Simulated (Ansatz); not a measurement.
SnTe: computed DOS

```yaml
crystal:
  lattice:
    - [0.00000, 3.15650, 3.15650]
    - [3.15650, 0.00000, 3.15650]
    - [3.15650, 3.15650, 0.00000]
  atoms:
    - { symbol: Sn, position: [0.00000, 0.00000, 0.00000] }
    - { symbol: Te, position: [0.50000, 0.50000, 0.50000] }
```

The cell is COD entry 9008726, as deposited and not checked against the literature; nothing was relaxed.

No spin–orbit coupling, which matters for the heavy atoms here.

Method: Ansatz 0.2.0, DFT, PBEsol, all-electron LAPW, scalar-relativistic.

The runs use a Γ-centred 11×11×11 k mesh, Fermi–Dirac smearing of 0.08 eV, basis error target 0.25 meV/atom, no spin polarisation.

States per eV and cell, averaged over 0.4 eV, from -5.8 to 3.2 eV, with energies (bin centres) from the valence-band top; empty bins are left out. The partial columns, the largest 4 alone, are projections on Löwdin-orthogonalised atomic shells (those that the program's projection atoms carry: the occupied ones and, for some elements, an empty d or f shell; other empty shells have no column), summed over atoms of an element. Weights on diffuse s and p shells depend on that basis and aren't pure angular character.

```json
{"E (eV)": "-5.7", "total": "0.10", "Te 5p": "0.02", "Sn 5p": "0.00", "Sn 5s": "0.06", "Te 5s": "0.02"}
{"E (eV)": "-5.3", "total": "0.30", "Te 5p": "0.14", "Sn 5p": "0.11", "Sn 5s": "0.04", "Te 5s": "0.01"}
{"E (eV)": "-4.9", "total": "0.61", "Te 5p": "0.32", "Sn 5p": "0.25", "Sn 5s": "0.03", "Te 5s": "0.01"}
{"E (eV)": "-4.5", "total": "0.79", "Te 5p": "0.44", "Sn 5p": "0.32", "Sn 5s": "0.02", "Te 5s": "0.01"}
{"E (eV)": "-4.1", "total": "1.09", "Te 5p": "0.62", "Sn 5p": "0.41", "Sn 5s": "0.03", "Te 5s": "0.01"}
{"E (eV)": "-3.7", "total": "1.57", "Te 5p": "0.94", "Sn 5p": "0.56", "Sn 5s": "0.04", "Te 5s": "0.02"}
{"E (eV)": "-3.3", "total": "1.66", "Te 5p": "1.03", "Sn 5p": "0.55", "Sn 5s": "0.05", "Te 5s": "0.02"}
{"E (eV)": "-2.9", "total": "1.67", "Te 5p": "1.08", "Sn 5p": "0.49", "Sn 5s": "0.06", "Te 5s": "0.02"}
{"E (eV)": "-2.5", "total": "1.69", "Te 5p": "1.14", "Sn 5p": "0.43", "Sn 5s": "0.07", "Te 5s": "0.02"}
{"E (eV)": "-2.1", "total": "1.75", "Te 5p": "1.26", "Sn 5p": "0.35", "Sn 5s": "0.09", "Te 5s": "0.02"}
{"E (eV)": "-1.7", "total": "1.02", "Te 5p": "0.66", "Sn 5p": "0.21", "Sn 5s": "0.12", "Te 5s": "0.02"}
{"E (eV)": "-1.3", "total": "1.17", "Te 5p": "0.68", "Sn 5p": "0.24", "Sn 5s": "0.21", "Te 5s": "0.02"}
{"E (eV)": "-0.9", "total": "1.39", "Te 5p": "0.80", "Sn 5p": "0.25", "Sn 5s": "0.28", "Te 5s": "0.02"}
{"E (eV)": "-0.5", "total": "0.35", "Te 5p": "0.18", "Sn 5p": "0.07", "Sn 5s": "0.08", "Te 5s": "0.01"}
{"E (eV)": "0.3", "total": "0.17", "Te 5p": "0.03", "Sn 5p": "0.11", "Sn 5s": "0.01", "Te 5s": "0.02"}
{"E (eV)": "0.7", "total": "1.51", "Te 5p": "0.14", "Sn 5p": "1.17", "Sn 5s": "0.02", "Te 5s": "0.12"}
{"E (eV)": "1.1", "total": "1.60", "Te 5p": "0.22", "Sn 5p": "1.20", "Sn 5s": "0.03", "Te 5s": "0.10"}
{"E (eV)": "1.5", "total": "1.27", "Te 5p": "0.26", "Sn 5p": "0.86", "Sn 5s": "0.03", "Te 5s": "0.06"}
{"E (eV)": "1.9", "total": "1.19", "Te 5p": "0.30", "Sn 5p": "0.74", "Sn 5s": "0.04", "Te 5s": "0.05"}
{"E (eV)": "2.3", "total": "1.34", "Te 5p": "0.32", "Sn 5p": "0.70", "Sn 5s": "0.04", "Te 5s": "0.04"}
{"E (eV)": "2.7", "total": "1.58", "Te 5p": "0.36", "Sn 5p": "0.69", "Sn 5s": "0.03", "Te 5s": "0.03"}
{"E (eV)": "3.1", "total": "1.75", "Te 5p": "0.48", "Sn 5p": "0.87", "Sn 5s": "0.03", "Te 5s": "0.02"}
```

Question: Which of the resolved shells contributes most in the top eV of the valence band?

Answer: Te 5p, with 56 % of all states there; Sn 5s follows with 21 %.
